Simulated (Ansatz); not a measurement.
# SrTiO3: pressure against volume

SrTiO3, Pm-3m, a = 3.907 Å. The structure is a COD entry; whether it is the stable form wasn't checked. Ansatz: r2SCAN, PAW, 500 eV, Γ-centred 8×8×8 mesh on 5 atoms, Gaussian smearing 0.02 eV; no spin polarisation. Symmetry fixes shape and atoms, so the cell is only scaled; pressure is positive in compression.

```tsv
V (Å³/atom)	P (GPa)
11.211	13.42
11.569	6.18
11.926	0.01
12.284	?
12.642	-9.70
```

Task: Take V0 = 11.926 Å³/atom, count pressures from its P0 = 0.01 GPa, fit the third-order Birch–Murnaghan form to the other rows, and predict the missing pressure.

Result: With the Eulerian strain f = ½[(V0/V)^(2/3) − 1] and y = (P − P0)/[3f(1 + 2f)^(5/2)], the form is the line y = B0 + 1.5 B0 (B0′ − 4) f. Rows (f, y): 0.02104, 191.7; 0.01023, 191.1; -0.01906, 187.1. Means f = 0.004070, y = 189.97; Σ(Δf)² = 0.0008609, ΣΔfΔy = 0.1027; the slope is their ratio. y = 189.5 + 119.3 f GPa, so B0 = 189.5 GPa and B0′ = 4 + 2 × (119.3)/(3 × 189.5) = 4.42. At V = 12.284, f = -0.00976, y = 188.34 and P = -5.24 GPa. The run gave -5.23 GPa, so the fit is 0.01 GPa too low, within the rms miss on the fitted rows (0.02 GPa).

Symmetry holds off the tilts and polar distortions that many cubic perovskites undergo.

Cost: 5 runs of about 0.31 core-minutes in all, on AMD EPYC 9R45 (Zen 5) (shared hosts).